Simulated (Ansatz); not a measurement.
**Li, first-principles data**

Li:
```xyz
1
Lattice="0.0000 2.1168 2.1168 2.1168 0.0000 2.1168 2.1168 2.1168 0.0000" Properties=species:S:1:pos:R:3 pbc="T T T"
Li     0.0000     0.0000     0.0000
```

Space group Fm-3m (No. 225), fcc (Cu type); conventional cell a = 4.2336 Å, b = 4.2336 Å, c = 4.2336 Å, α = 90.00°, β = 90.00°, γ = 90.00°.

Method: plane-wave PAW LDA (Ansatz code). Structure relaxed to zero pressure with the same functional. Other levels are named where they apply.

### Cell and energy

```
Item                  Value
---------------  ----------
Volume per atom    18.97 Å³
Density          0.61 g/cm³
```

### Electronic structure

```
Property                                                                    Result
------------------------------------  --------------------------------------------
Electronic character                                             metallic (no gap)
Density of states at the Fermi level  0.52 states/eV per atom (mean over ±0.08 eV)
```

### Mechanics

```
Quantity                                                                       Value
--------------------------------------------  --------------------------------------
Bulk modulus (Birch–Murnaghan fit)                                          14.9 GPa
Pressure derivative B′                                                           3.3
Elastic constants (relaxed ions, GPa)             C11 = 17.7, C12 = 13.6, C44 = 10.9
Mechanical stability                          stable (all eigenvalues of C positive)
Hill bulk and shear moduli                                          14.9 and 5.7 GPa
Young's modulus                                                             15.1 GPa
Poisson's ratio                                                                 0.33
Debye temperature from the elastic constants                                   383 K
```

### Phonons

```
Item                                                   Result
-------------------------------  ----------------------------
Dynamical stability on the path  stable (no imaginary branch)
Zero-point energy                               42.2 meV/atom
Vibrational entropy at 300 K          26.0 J/(K·mol of atoms)
```

The workflow started from a Materials Project entry (that database holds measured and hypothetical structures alike); the Crystallography Open Database files this formula in space group No. 225, but the cells were not matched. It is not the phase usual at ambient conditions (space group No. 229). The cell was relaxed with LDA under the symmetry of its start. As this level gives no gap, shear constants depend on the k-mesh and smearing (Fermi–Dirac, 0.1 eV here). As this level gives no gap, phonon frequencies hold no LO–TO term and depend on the k-mesh and smearing (Fermi–Dirac, 0.1 eV here).

Potentials: the later of the program's two PAW sets.
